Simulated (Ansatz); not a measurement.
Consider the following.

RbNb₆S₈:
```cif
data_Nb6RbS8
_chemical_formula_sum 'Rb1 Nb6 S8'
_space_group_name_H-M_alt 'P 1'
_space_group_IT_number 1
_cell_length_a 9.51386
_cell_length_b 9.51386
_cell_length_c 3.34731
_cell_angle_alpha 90.000
_cell_angle_beta 90.000
_cell_angle_gamma 120.000
loop_
_space_group_symop_operation_xyz
  'x, y, z'
loop_
_atom_site_label
_atom_site_type_symbol
_atom_site_fract_x
_atom_site_fract_y
_atom_site_fract_z
_atom_site_occupancy
Rb1 Rb 0.00000 0.00000 0.50000 1
Nb1 Nb 0.37280 0.88620 0.74911 1
Nb2 Nb 0.62720 0.11380 0.25089 1
Nb3 Nb 0.11380 0.48659 0.74911 1
Nb4 Nb 0.88620 0.51341 0.25089 1
Nb5 Nb 0.51341 0.62720 0.74911 1
Nb6 Nb 0.48659 0.37280 0.25089 1
S1 S 0.66667 0.33333 0.75085 1
S2 S 0.33333 0.66667 0.24915 1
S3 S 0.05862 0.71182 0.75254 1
S4 S 0.94138 0.28818 0.24746 1
S5 S 0.28818 0.34679 0.75254 1
S6 S 0.71182 0.65321 0.24746 1
S7 S 0.65321 0.94138 0.75254 1
S8 S 0.34679 0.05862 0.24746 1
```

This is the LDA-relaxed structure.

Task: All from plane-wave PAW LDA (Ansatz code), unless another level is named. Estimate the electronic character.

Result: metallic (no gap).

Task: Next, the formation energy from the elements (no fitted shifts)?

Result: -1.34 eV/atom.

Task: Predict the density of states at the Fermi level.

Result: 0.18 states/eV per atom (mean over ±0.08 eV).

Space group P-3. The first step of the workflow began from a Materials Project structure, measured or hypothetical; the Crystallography Open Database copy checked does not list it. Its standing as an ambient phase is unchecked. Symmetry was held in the LDA relaxation; whether a distortion lowers the energy is not shown. No spin polarisation was allowed. With an odd number of electrons in the cell and no spin polarisation, the count alone makes it a metal. The references are the lowest solids computed at this level, not always the standard phases. Spin–orbit coupling is left out wherever it is not named.

Potentials: the later of the program's two PAW sets.
